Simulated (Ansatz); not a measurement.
ReTc:
```xyz
2
Lattice="2.7465 0.0000 0.0000 -1.3732 2.3785 0.0000 0.0000 0.0000 4.4263" Properties=species:S:1:pos:R:3 pbc="T T T"
Tc     1.3732     0.7928     0.0000
Re     0.0000     0.0000     2.2131
```

Relaxed with r²SCAN. Special points in fractions of this cell's reciprocal vectors: Γ (0.000, 0.000, 0.000); M (0.500, 0.000, 0.000); K (0.333, 0.333, 0.000); A (0.000, 0.000, 0.500); L (0.500, 0.000, 0.500); H (0.333, 0.333, 0.500).

Question: List the band energies nearest the Fermi level at these points for DFT-r²SCAN in the program Ansatz with PAW potentials.

Answer: In eV from the Fermi level; about four levels below and three above (degenerate sets whole), none deeper than 8.9 eV; … stands for higher levels left out; points with the same levels are listed once.

| k | below | above |
|---|---|---|
| Γ | -1.61 -1.61 -1.60 -0.81 -0.81 | 0.04 0.04 1.08 |
| M | -1.97 -1.44 -1.33 -0.55 | 3.22 4.04 4.57 |
| K | -3.32 -2.11 -2.09 -0.05 | 2.65 2.89 3.24 |
| A | -1.78 -1.78 -1.71 -1.71 | 2.03 2.03 … |
| L | -6.37 -5.85 -4.19 -3.97 | 0.10 0.53 1.15 |
| H | -3.63 -2.22 -1.96 -0.06 | 0.01 2.97 3.33 |

Space group P-6m2. The workflow started from a Materials Project entry (that database holds measured and hypothetical structures alike); the Crystallography Open Database copy checked does not list it. With Tc and Re taken as one species the cell has the higher symmetry P6_3/mmc, so it may be an ordered model of a mixed-site phase. Its standing as an ambient phase is unchecked. The cell was relaxed with r²SCAN under the symmetry of its start; whether a distortion lowers the energy is not shown. No spin polarisation was allowed. Scalar-relativistic: spin–orbit coupling is off unless named, which matters more the heavier the elements.

Potentials: the later of the program's two PAW sets.
